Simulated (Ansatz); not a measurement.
## Structure relaxation, WC

The start is a generated trial cell of WC in the FeB structure type. Cell shape, volume and atoms are optimised at zero target pressure with r2SCAN (plane waves to 500 eV, PAW, scalar-relativistic; Ansatz, a first-principles code). The first steps use a coarse 4×7×5 k-mesh.

Input geometry:
```
CELL_PARAMETERS angstrom
      6.09900     0.00000     0.00000
      0.00000     3.26993     0.00000
      0.00000     0.00000     4.49837
ATOMIC_POSITIONS crystal
  W  0.18000 0.25000 0.12500
  W  0.32000 0.75000 0.62500
  W  0.82000 0.75000 0.87500
  W  0.68000 0.25000 0.37500
  C  0.03600 0.25000 0.61000
  C  0.46400 0.75000 0.11000
  C  0.96400 0.75000 0.39000
  C  0.53600 0.25000 0.89000
```

Q: Which atoms feel the largest initial force, and how large is it?

A: About 0.7 eV/Å, on C5, C6, C7, C8 (atoms numbered as listed).

Q: How does the volume change?

A: -2.6 %, from 11.21 to 10.93 Å³/atom.

Q: How do the shortest distances between atoms change?

A: The closest pairs of elements (up to four, under 3.6 Å), start → end: C–C 1.96 → 2.51 Å; C–W 2.35 → 2.06 Å; W–W 2.91 → 2.88 Å.

The space group stays Pnma (No. 62) (the run could not lower it), with 8 atoms in the primitive cell. Final values are on a 9×12×12 k-mesh of the relaxed cell. No spin polarisation in the result.

The run could not lower the symmetry of its start; a shaken copy of this end point relaxes with r2SCAN to P4/nmm (No. 129), 0.25 eV/atom lower.

The relaxed structure here is a generated cell of WC: the first start was made by placing the elements on the sites of a structure type, and the end was not matched to a known phase here, so it may be hypothetical. Known forms of WC include space group No. 187.
